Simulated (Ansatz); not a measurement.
YSi in space group P6/mmm (No. 191; Y on 3f, Si on 1a, Si on 2d) under volume change, PBE in the plane-wave PAW code Ansatz, shape and atoms relaxed at each volume.

```json
[
 {"V (Å³/atom)": "26.043", "E − E(relaxed) (meV/atom)": "44.1", "P (GPa)": "5.91"},
 {"V (Å³/atom)": "26.901", "E − E(relaxed) (meV/atom)": "18.6", "P (GPa)": "3.65"},
 {"V (Å³/atom)": "27.760", "E − E(relaxed) (meV/atom)": "4.4", "P (GPa)": "1.69"},
 {"V (Å³/atom)": "28.618", "E − E(relaxed) (meV/atom)": "0.0", "P (GPa)": "0.00"},
 {"V (Å³/atom)": "29.477", "E − E(relaxed) (meV/atom)": "___", "P (GPa)": "___"},
 {"V (Å³/atom)": "30.335", "E − E(relaxed) (meV/atom)": "15.3", "P (GPa)": "-2.73"},
 {"V (Å³/atom)": "31.194", "E − E(relaxed) (meV/atom)": "___", "P (GPa)": "___"}
]
```

Question: Some entries are withheld; supply them.

Answer: 
- 31.194, E − E(relaxed) (meV/atom): 32.8
- 31.194, P (GPa): -3.82
- 29.477, E − E(relaxed) (meV/atom): 4.0
- 29.477, P (GPa): -1.46

Question: What does a third-order Birch–Murnaghan fit give for V₀, B₀ and B′?

Answer: V₀ = 28.62 Å³/atom, B₀ = 52.3 GPa, B′ = 3.8.

The cell is a constructed one: a structure type filled with these elements; neither database checked (COD, Materials Project) lists it. Whether it is the stable phase at ambient conditions was not checked. The cell was relaxed with PBE under the symmetry of its start; its stability against distortions is not shown here. No spin polarisation was allowed.

Potentials: the later of the program's two PAW sets.
